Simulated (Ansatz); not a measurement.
## P: projected DOS by orbital

```
CELL_PARAMETERS angstrom
4.27290 0.00000 0.00000
0.00000 4.27290 0.00000
0.00000 0.00000 4.37800
ATOMIC_POSITIONS crystal
P 0.00000 0.00000 0.00000
```

The cell comes from COD entry 1534547, which wasn't checked; take it as a given geometry.

All numbers below come from Ansatz 0.2.0, DFT, PBEsol, all-electron LAPW, scalar-relativistic.

Sampling and basis: a Γ-centred 10×10×9 k mesh, Fermi–Dirac smearing of 0.08 eV, basis error target 0.25 meV/atom, no spin polarisation.

States per eV for one atom of each kind, in 0.4 eV bins named by their centres, from the Fermi level, projected on a minimal set of Löwdin-orthogonalised atomic shells; orbitals are real harmonics on the Cartesian axes, equal curves share a column, and empty bins are left out, as is all above 6.7 eV, near the top of the computed bands.

P 3p:

```
# E all pz px=py
-8.7 0.01 0.00 0.00
-8.3 0.01 0.00 0.00
-0.7 1.94 0.50 0.72
-0.3 4.74 1.73 1.51
0.1 3.35 1.23 1.06
0.5 4.69 1.52 1.58
0.9 0.25 0.01 0.12
```

P 3s:

```
# E all
-8.7 2.55
-8.3 2.44
-0.3 0.01
0.1 0.01
```
